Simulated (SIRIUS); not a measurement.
Consider a self-consistent single point of WC (Pm, 2 atoms in the cell; from Materials Project mp-1894, changed as shown).

```
WC
1.0
    2.91659     0.00000     0.00000
   -1.44371     2.50058     0.00000
    0.00000     0.00000     2.83944
W C
1 1
Direct
  0.00000   0.00000   0.00000
  0.66667   0.33333   0.50000
```

Level of theory: PBE, GBRV PBE ultrasoft pseudopotentials (plane waves; SIRIUS 7.12.0).

SIRIUS settings:

| setting | value |
|---|---|
| parameters.ngridk | 14 14 12 |
| parameters.xc_functionals | [XC_GGA_X_PBE, XC_GGA_C_PBE] |
| parameters.gk_cutoff | 6.325 1/bohr |
| parameters.pw_cutoff | 14.143 1/bohr |
| parameters.smearing | gaussian |
| parameters.smearing_width | 0.00367493 Ha |
| potentials | GBRV PBE ultrasoft pseudopotentials |
| parameters.electronic_structure_method | pseudopotential |
| parameters.num_bands | 13 |
| parameters.num_mag_dims | 0 |
| parameters.num_dft_iter | 100 |
| parameters.energy_tol | 1e-07 Ha |
| parameters.density_tol | 1e-06 |
| mixer.type | anderson |
| mixer.beta | 0.5 |
| mixer.use_hartree | true |

Results:

Number of valence electrons: 18
Number of bands: 13
Number of k-points after the program's reduction: 700
Number of plane waves (most at a k-point): 615
Number of SCF iterations: 12
FFT grid: 27 × 27 × 27
Free energy E − TS: -2321.7741 eV
Fermi level (on the code's own zero): 20.68 eV
Pressure: 4.40 GPa
Largest force (vector length): 0.069 eV/Å

Forces (eV/Å):
```csv
atom,Fx,Fy,Fz
W1,0.033,0.061,0.000
C2,-0.033,-0.061,0.000
```

Stress (GPa, positive for compression):
```
 2.55  -1.51   0.00
-1.51   7.38   0.00
 0.00   0.00   3.26
```

For comparison: a first run was changed to give this one (lattice vector b scaled by 0.99), and from it to this one the free energy rises by 4.7 meV/atom, the pressure goes from 0.50 to 4.40 GPa and the largest force goes from 0.000 to 0.069 eV/Å.

The structure comes from a collection of computed structures, made at another level of theory; the collection holds predicted forms beside known ones.

Cost on one core: around 60 core-seconds (rough).
